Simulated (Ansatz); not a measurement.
LiCl:
```cif
data_ClLi
_chemical_formula_sum 'Li1 Cl1'
_space_group_name_H-M_alt 'P 1'
_space_group_IT_number 1
_cell_length_a 3.51018
_cell_length_b 3.51018
_cell_length_c 3.51018
_cell_angle_alpha 60.000
_cell_angle_beta 60.000
_cell_angle_gamma 60.000
loop_
_space_group_symop_operation_xyz
  'x, y, z'
loop_
_atom_site_label
_atom_site_type_symbol
_atom_site_fract_x
_atom_site_fract_y
_atom_site_fract_z
_atom_site_occupancy
Li1 Li 0.00000 0.00000 0.00000 1
Cl1 Cl 0.50000 0.50000 0.50000 1
```

Relaxed with LDA.

**Question.** Decompose the optical modes at the zone centre into irreducible representations, and say which are infrared and Raman allowed.

**Answer.** Point group m-3m: Γ_opt = T1u. Infrared: T1u. Raman: none.

**Question.** Assign frequencies (DFPT, LDA (plane waves, PAW; program Ansatz); without the LO–TO term).

**Answer.** T1u 228 cm⁻¹.

Space group Fm-3m (rock salt). Symmetry was held in the LDA relaxation; phonons on a q-mesh show no instability.

Potentials: the later of the program's two PAW sets.
